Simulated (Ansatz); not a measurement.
**Question.** BN (CsCl type, Pm-3m) is relaxed with r²SCAN (plane waves, PAW; program Ansatz). What lattice parameters of the conventional cell result?

**Answer.** a = 2.312 Å.

**Question.** Is it a metal or does it have a gap at this level?

**Answer.** No gap at this level.

The start of the workflow was typed in or built on a structure type; neither database checked (COD, Materials Project) lists it. It is not the phase usual at ambient conditions (space group No. 186, 194, 216). The cell was relaxed with r²SCAN under the symmetry of its start. At this level the phase is mechanically unstable. The volume moved by 31 % from the start of the relaxation. Its formation energy is positive at this level, so the cell may be metastable or incomplete.

Potentials: the later of the program's two PAW sets.
